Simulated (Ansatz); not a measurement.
# Al2Cu from its elements: all-electron against pseudopotential results

```
CELL_PARAMETERS angstrom
4.10036 0.00000 0.00000
0.00000 4.10036 0.00000
0.00000 0.00000 2.82751
ATOMIC_POSITIONS crystal
Al 0.50000 0.00000 0.50000
Al 0.00000 0.50000 0.50000
Cu 0.00000 0.00000 0.00000
```

The cell comes from a relaxation on PAW files under the same functional, begun from a database entry that needn't be the ground state.

Level of theory: DFT with PBEsol, scalar-relativistic, in Ansatz 0.2.0; a Γ-centred 9×9×12 k mesh, Fermi–Dirac smearing of 0.05 eV, no spin polarisation. LAPW: all electrons, basis error target 0.5 meV/atom; PAW: frozen-core files, cutoff 420 eV; crystal datasets: all electrons, by PAW datasets that the program makes for each cell.

The elements are taken as Al fcc, Cu fcc, each relaxed on PAW files under the same functional and computed by the same method as the compound; zero-point and thermal terms are left out.

The PAW files were made under PBE.

Task: What is the formation energy by LAPW, and how far do the other methods lie from it?

Result: -0.028 eV/atom; PAW +0.7 meV/atom; crystal datasets 0.0 meV/atom. The compound is bound against these elements; other compounds of the system weren't compared.

Task: Give the LAPW value for one formula unit in kJ/mol.

Result: -0.028 eV/atom × 3 atoms × 96.485 kJ/(mol·eV) = -8.1 kJ/mol, at zero temperature and without zero-point motion.

Task: How does the cell move when LAPW relaxes it further?

Result: The volume goes from 15.846 to 15.844 Å³/atom (-0.02 %).
